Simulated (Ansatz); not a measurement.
SnO2 (rutile)

```
SnO2
1.0
    4.82756     0.00000     0.00000
    0.00000     4.82756     0.00000
    0.00000     0.00000     3.23791
Sn O
2 4
Cartesian
  0.00000   0.00000   0.00000
  2.41378   2.41378   1.61895
  1.48012   1.48012   0.00000
  3.89390   0.93366   1.61895
  0.93366   3.89390   1.61895
  3.34744   3.34744   0.00000
```

The slice is a (-1 2 0) plane (indices of the conventional cell) through the point (0.193, 0.807, 0.500) (fractional), spanned by u = [001] and v = [210] in vectors of this cell: u (3.24 Å) and v (10.79 Å, at 90° to u). It covers one period; positions are fractions (u, v).

These are PBE (plane waves to 420 eV, PAW, scalar-relativistic; Ansatz, a quantum-chemistry and plane-wave program) values and carry that method's errors. k mesh 7×7×10. Near the nuclei the fields are pseudised (PAW); where an atom keeps semicore shells as valence, they peak there. SnO2 was relaxed with its symmetry unable to fall. The PAW data are Ansatz's earlier set.

**Question.** Around which element is the density of the highest valence band (whole band, smooth part) largest on this plane?

**Answer.** O. Mean over a disc round each atom, of radius 0.45 times the shortest bond: O 0.087, Sn 0.000 e/Å³.

**Question.** Predict the map of the electrostatic potential energy of an electron, from the cell's mean on the slice.

**Answer.** 
```
v \ u  0.00  0.12  0.25  0.38  0.50  0.62  0.75  0.88
-----  ----  ----  ----  ----  ----  ----  ----  ----
0.86    8.5   8.4   8.1   7.5   6.9   7.5   8.1   8.4
0.71      x     x  <1.0   1.9   4.0   1.9  <1.0     x
0.57   <1.0  <1.0     x     x     x     x     x  <1.0
0.43    7.6   6.9   4.2  <1.0  <1.0  <1.0   4.2   6.9
0.29      x     x   4.0   1.5  <1.0   1.5   4.0     x
0.14    9.3   9.3   9.3   9.3   9.3   9.3   9.3   9.3
0.00      x     x     x   3.1   1.8   3.1     x     x
```

Values: electrostatic potential energy of an electron, from the cell's mean, in eV. Points within 0.9 Å of a nucleus are blanked (x), as the pseudised field means little there. Values under 1 eV are set to 1. The zero, the cell's mean, hangs on the PAW cores.
